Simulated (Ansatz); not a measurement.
## Yb: constraining the magnetisation

System: Yb, an experimental structure (space group Fm-3m); the cell holds 1 atom. Source: COD entry 9010997, which need not be the ambient phase.

```
Yb
1.0
     0.00000    2.74310    2.74310
     2.74310    0.00000    2.74310
     2.74310    2.74310    0.00000
Yb
1
Direct
  0.00000 0.00000 0.00000
```

Site labels below count the atoms in this order, from 1.

These are results of Ansatz development build ahead of 0.2.0, DFT, PBE+U, PAW, plane waves, scalar-relativistic, not measurements.

* Hubbard term (Dudarev form): U − J = 5.2 eV on Yb f, on Löwdin-orthonormalised all-electron atomic orbitals
* Plane-wave cutoff: 420 eV
* k-point mesh: 10×10×10 (Γ-centred)
* Occupations: Fermi–Dirac smearing, 0.1 eV
* Valence electrons: 24

Site moments are integrals over atomic spheres and don't add up to the total.

Spin–orbit coupling is left out, so orbital moments of the f shell are missing. The cell's symmetry can hold the f shell in a filling that isn't the lowest. A static U favours moments and orbital order; the result depends on U and need not be the measured state. The U is a test value, not one fitted to this metal, and a U on a metal's d shells tends to overstate moments.

Each run fixes N↑ − N↓ and starts with that moment spread in parallel over the Yb atoms; no search for lower states follows. Energies are free energies per cell above the lowest run, the runs with a free moment included. Each row is one local solution, which need not be the lowest state at that M. The run at M = 0 starts without moments and gives the spin-unpolarised solution. The cell holds one magnetic atom, so only parallel order fits; orders in a larger cell may lie lower. The program warns that the SCF threshold is loose for stress, so pressures can be off by 0.1 GPa or more.

The run at M = 0.50 μB took 11 s on 2 threads of Intel(R) Xeon(R) Platinum 8259CL CPU @ 2.50GHz (Skylake/Cascade Lake), on a shared host, peak memory 0.42 GiB.

| fixed M (μB/cell) | F − F(lowest) (meV/cell) | moments of Yb1 (μB) | pressure (GPa) |
| --- | --- | --- | --- |
| 0.00 | 0 | 0.00 | -0.4 |
| 0.13 | 4 | 0.06 | -0.4 |
| 0.25 | 20 | 0.12 | -0.3 |
| 0.38 | 48 | 0.18 | -0.2 |
| 0.50 | 84 | 0.24 | -0.2 |
| 0.63 | 133 | 0.31 | -0.2 |
| 0.75 | 186 | 0.37 | -0.2 |
| 0.88 | 253 | 0.44 | -0.2 |
| 1.00 | 326 | 0.51 | -0.3 |

The lowest fixed-moment run is the one at M = 0.00 μB (0 meV). With the constraint released: “usual moment scaled by 0.1, free total moment [Yb1 0.10 μB]” ends at 0.00 μB, 0 meV; “usual moment, free total moment [Yb1 1.00 μB]” ends at 0.00 μB, 0 meV.
